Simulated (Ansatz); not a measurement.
Relaxation of BaLiF3

All numbers below come from DFT r2SCAN, scalar-relativistic, plane waves, PAW in Ansatz. (500 eV cutoff, 6×6×6 k-mesh, Gaussian smearing of 0.02 eV, no spin polarisation)

What was changed: biaxial strain in the a-b plane, c and atoms relaxed: -3.0 %.

Command:

```bash
ansatz run input.yaml --threads 1 --pin off --max-ram 2560MiB --backend cpu --events-out ev --progress --plain --runs-dir out
```

Input:

```yaml
crystal:
  lattice:
    - [3.8624375303, 0.0, 0.0]
    - [0.0, 3.8624375303, 0.0]
    - [0.0, 0.0, 4.0535684597]
  atoms:
    - { symbol: Ba, position: [0.0, 0.0, 0.0] }
    - { symbol: Li, position: [0.5, 0.5, 0.5] }
    - { symbol: F, position: [0.0, 0.5, 0.5] }
    - { symbol: F, position: [0.5, 0.5, 0.0] }
    - { symbol: F, position: [0.5, 0.0, 0.5] }
basis:
  ecutwfc: 500
kpoints:
  mp_grid: { grid: [6, 6, 6] }
hamiltonian:
  xc: r2scan
scf:
  occupations: { method: gaussian, width: 0.02 }
output:
  forces: true
  stress: true
  eigenvalues: true
relax:
  adjacent_minimum: "off"
  f_tol: 0.008
  max_steps: 40
  cell: { stress_tol: 0.015, fix: [a, b, gamma] }
```

F is the free energy. Steps run on the plane waves of an earlier cell, but the last one, and at times one on the way, on a freshly chosen basis, so a repeated geometry can differ a little in energy. The held parts of the cell keep their stress, so P needn't end at zero.

Steps:

```tsv
step	F − F(1) (eV)	largest force component (eV/Å)	V (Å³/atom)	P (GPa)
1	0.0000	0.000	12.095	3.97
2	-0.0002	0.000	12.123	3.76
3	-0.0002	0.000	12.138	3.65
4	-0.0004	0.000	12.138	3.65
```

Relaxed structure:

```cif
data_structure
_symmetry_space_group_name_H-M 'P 1'
_symmetry_Int_Tables_number 1
_cell_length_a 3.8624
_cell_length_b 3.8624
_cell_length_c 4.0682
_cell_angle_alpha 90.000
_cell_angle_beta 90.000
_cell_angle_gamma 90.000
_cell_volume 60.69
loop_
_atom_site_label
_atom_site_type_symbol
_atom_site_fract_x
_atom_site_fract_y
_atom_site_fract_z
_atom_site_occupancy
Ba1 Ba 0.00000 0.00000 0.00000 1
Li1 Li 0.50000 0.50000 0.50000 1
F1 F 0.00000 0.50000 0.50000 1
F2 F 0.50000 0.50000 0.00000 1
F3 F 0.50000 0.00000 0.50000 1
```

Symmetry: P4/mmm, No. 123, tetragonal system. The conventional cell has a = 3.862 Å, b = 3.862 Å, c = 4.068 Å, α = 90.00°, β = 90.00°, γ = 90.00°. Ba (site symmetry 4/mmm) has 12 F at 2.73 to 2.80 Å as nearest neighbours. Li (site symmetry 4/mmm) has 6 F at 1.93 to 2.03 Å as nearest neighbours. F (site symmetry mmm) is surrounded by 2 Li at 1.93 Å. Around F (site symmetry 4/mmm) lie 2 Li at 2.03 Å.

The run converged. It took 44 s on 1 thread of AMD EPYC 7R43 64-Core Processor (Zen 3), with other jobs on the host, peak memory 0.56 GiB.